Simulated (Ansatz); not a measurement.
ScCu:
```yaml
crystal:
  lattice:
    - [3.16679, 0.00000, 0.00000]
    - [0.00000, 3.16679, 0.00000]
    - [0.00000, 0.00000, 3.16679]
  atoms:
    - { symbol: Sc, position: [0.50000, 0.50000, 0.50000] }
    - { symbol: Cu, position: [0.00000, 0.00000, 0.00000] }
```

Relaxed with LDA. Special points in fractions of this cell's reciprocal vectors: Γ (0.000, 0.000, 0.000); X (0.000, 0.500, 0.000); M (0.500, 0.500, 0.000); R (0.500, 0.500, 0.500).

Task: List the band energies nearest the Fermi level at these points for LDA in the plane-wave PAW code Ansatz.

Result: In eV from the Fermi level; about four levels below and three above (degenerate sets whole), none deeper than 8.9 eV; points with the same levels are listed once.

```
k                          below                     above
-  -----------------------------  ------------------------
Γ  -4.16 -4.16 -3.18 -3.18 -3.18  0.55 0.55 3.48 3.48 3.48
X        -3.29 -3.29 -3.06 -2.11            0.24 1.47 1.47
M        -3.56 -3.56 -2.79 -1.88            0.28 0.28 1.00
R  -2.77 -2.77 -1.63 -1.63 -1.63            3.37 4.26 4.26
```

Space group Pm-3m (CsCl type). The workflow started from a Materials Project entry (that database holds measured and hypothetical structures alike); the Crystallography Open Database files this formula in space group No. 221, but the cells were not matched. Whether it is the stable phase at ambient conditions was not checked. The LDA relaxation kept the symmetry of its start; of distortions, only those at the zone centre were tested. The run is not spin-polarised.

Potentials: the later of the program's two PAW sets.
